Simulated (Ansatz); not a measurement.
Geometry optimisation in Ansatz: input, command and trajectory.

```yaml
crystal:
  lattice:
    - [2.9334893934, 0.0, 0.0]
    - [-1.4667446967, 2.5404763364, 0.0]
    - [0.0, 0.0, 13.1004146023]
  atoms:
    - { symbol: Al, position: [0.6666666667, 0.3333333333, 0.25] }
    - { symbol: Al, position: [0.3333333333, 0.6666666667, 0.75] }
    - { symbol: Cr, position: [0.3333333333, 0.6666666667, 0.4179640701] }
    - { symbol: Cr, position: [0.6666666667, 0.3333333333, 0.9179640701] }
    - { symbol: Cr, position: [0.6666666667, 0.3333333333, 0.5820359299] }
    - { symbol: Cr, position: [0.3333333333, 0.6666666667, 0.0820359299] }
    - { symbol: C, position: [0.0, 0.0, 0.5] }
    - { symbol: C, position: [0.0, 0.0, 0.0] }
basis:
  ecutwfc: 420
kpoints:
  mp_grid: { grid: [12, 12, 4] }
hamiltonian:
  xc: pbe
scf:
  occupations: { method: gaussian, width: 0.1 }
output:
  forces: true
  stress: true
  eigenvalues: true
relax:
  adjacent_minimum: "off"
  f_tol: 0.01
  max_steps: 30
  cell: { stress_tol: 0.1, fix: [volume] }
```

```bash
ansatz run input.yaml --threads 2 --pin off --max-ram 5120MiB --backend cpu --events-out ev --progress --plain --runs-dir out
```

All numbers below come from Ansatz 0.2.0, DFT PBE, scalar-relativistic, plane waves, PAW.

The volume is held at 1.1 times that of the relaxed cell.

Of 4 frames 3 are shown, positions in Å and forces in eV/Å; the SCF threshold varies from step to step. Steps run on the plane waves of an earlier cell, with a Pulay correction in the pressure. The basis is chosen afresh for the last frame, the zero of the energies, and at times for earlier ones too; energy and pressure step there, also at an unchanged geometry.

```xyz
8
Lattice="2.9335 0.0000 0.0000 -1.4667 2.5405 0.0000 0.0000 0.0000 13.1004" Properties=species:S:1:pos:R:3:forces:R:3 pbc="T T T" step=1 free_energy_over_end_meV_per_atom=1.91 pressure_GPa=-15.74
Al    1.4667    0.8468    3.2751    0.0000    0.0000    0.0000
Al    0.0000    1.6937    9.8253    0.0000    0.0000    0.0000
Cr    0.0000    1.6937    5.4755    0.0000    0.0000    0.3842
Cr    1.4667    0.8468   12.0257    0.0000    0.0000    0.3842
Cr    1.4667    0.8468    7.6249    0.0000    0.0000   -0.3842
Cr    0.0000    1.6937    1.0747    0.0000    0.0000   -0.3842
C     0.0000    0.0000    6.5502    0.0000    0.0000    0.0000
C     0.0000    0.0000    0.0000    0.0000    0.0000    0.0000
8
Lattice="2.9327 0.0000 0.0000 -1.4664 2.5398 0.0000 0.0000 0.0000 13.1074" Properties=species:S:1:pos:R:3:forces:R:3 pbc="T T T" step=2 free_energy_over_end_meV_per_atom=0.30 pressure_GPa=-14.92
Al    1.4664    0.8466    3.2769    0.0000    0.0000    0.0000
Al    0.0000    1.6932    9.8306    0.0000    0.0000    0.0000
Cr    0.0000    1.6932    5.4905    0.0000    0.0000    0.1536
Cr    1.4664    0.8466   12.0442    0.0000    0.0000    0.1536
Cr    1.4664    0.8466    7.6170    0.0000    0.0000   -0.1536
Cr    0.0000    1.6932    1.0633    0.0000    0.0000   -0.1536
C     0.0000    0.0000    6.5537    0.0000    0.0000    0.0000
C     0.0000    0.0000    0.0000    0.0000    0.0000    0.0000
8
Lattice="2.9321 0.0000 0.0000 -1.4661 2.5393 0.0000 0.0000 0.0000 13.1125" Properties=species:S:1:pos:R:3:forces:R:3 pbc="T T T" step=4 free_energy_over_end_meV_per_atom=0.00 pressure_GPa=-14.35
Al    1.4661    0.8464    3.2781    0.0000    0.0000    0.0000
Al    0.0000    1.6929    9.8344    0.0000    0.0000    0.0000
Cr    0.0000    1.6929    5.5006    0.0000    0.0000   -0.0058
Cr    1.4661    0.8464   12.0569    0.0000    0.0000   -0.0058
Cr    1.4661    0.8464    7.6119    0.0000    0.0000    0.0058
Cr    0.0000    1.6929    1.0557    0.0000    0.0000    0.0058
C     0.0000    0.0000    6.5563    0.0000    0.0000    0.0000
C     0.0000    0.0000    0.0000    0.0000    0.0000    0.0000
```

Time: 26 s on 2 threads of Arm Neoverse V2, with other jobs on the host, peak memory 0.51 GiB.

Spin polarisation was left out, and a magnetic state may lie lower.